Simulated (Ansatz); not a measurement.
Ag (A15 (β-W type), Pm-3n) at seven volumes, the program Ansatz at the PBEsol level (PAW), scaled uniformly. One row is withheld.

| V (Å³/atom) | P (GPa) |
|---|---|
| 15.645 | 13.56 |
| 16.161 | 8.12 |
| 16.677 | ? |
| 17.193 | 0.00 |
| 17.708 | -2.99 |
| 18.224 | -5.44 |
| 18.740 | -7.42 |

Problem. Fit the shown pressures and predict the withheld one.

Solution. Third-order Birch–Murnaghan: P = (3/2)B₀(x^(7/2) − x^(5/2))[1 + (3/4)(B′ − 4)(x − 1)] with x = (V₀/V)^(2/3). Least squares on the six rows gives V₀ = 17.193 Å³/atom, B₀ = 110.1 GPa, B′ = 5.67. At V = 16.677, x = 1.0205 and P = 3.66 GPa. The run itself gave 3.66 GPa.

The start of the workflow was typed in or built on a structure type; neither database checked (COD, Materials Project) lists it. It is not the phase usual at ambient conditions (space group No. 225). Symmetry was held in the PBEsol relaxation. At this level the phase is mechanically unstable. The run is not spin-polarised.

Potentials: the later of the program's two PAW sets.
